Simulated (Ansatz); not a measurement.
RuBrI as a Janus 2H monolayer was relaxed with 5 functionals in the PAW code Ansatz, cell and atoms free, the symmetry of the start kept (meshes: PBE 12×12×1, r2SCAN 12×12×1, PBEsol 12×12×1, LDA 12×12×1, HSE06 6×6×1). The calculation is spin-unpolarised, and the structure need not be a phase that has been made.

The PBE result:
```
Ru Br I
1.0
     3.76049    0.00000    0.00000
    -1.88025    3.25668    0.00000
     0.00000    0.00000   30.96499
Ru Br I
1 1 1
Direct
  0.33333 0.66667 0.28458
  0.66667 0.33333 0.34602
  0.66667 0.33333 0.24136
```
Periodic in the plane only; c spans the vacuum.

In-plane lattice: a = 3.760 Å, b = 3.760 Å, γ = 120.0°; thickness between the outer nuclei 3.24 Å. Ru is surrounded by 3 I at 2.55 Å and 3 Br at 2.89 Å; Br is surrounded by 3 Ru at 2.89 Å; I is surrounded by 3 Ru at 2.55 Å.

(1) What lattice does LDA give?

(2) What lattice does PBEsol give?

(3) Held at the r2SCAN cell, what mean stress do LDA and PBE find, and does its sign point to their own minimum?

## Answers

(1) a = 3.659 Å; the area differs by -5.4 % from PBE's. Ru has 3 I at 2.50 Å and 3 Br at 2.81 Å; Br has 3 Ru at 2.81 Å; I has 3 Ru at 2.50 Å.

(2) a = 3.692 Å; the area differs by -3.6 % from PBE's. Around Ru lie 3 I at 2.51 Å and 3 Br at 2.83 Å; around Br lie 3 Ru at 2.83 Å; around I lie 3 Ru at 2.51 Å.

(3) Yes. LDA -2.98 N/m, and its relaxed area is -4.3 % from r2SCAN's; PBE +0.64 N/m, and its relaxed area is +1.2 % from r2SCAN's. Compression counts positive, so a positive stress asks for a larger cell.
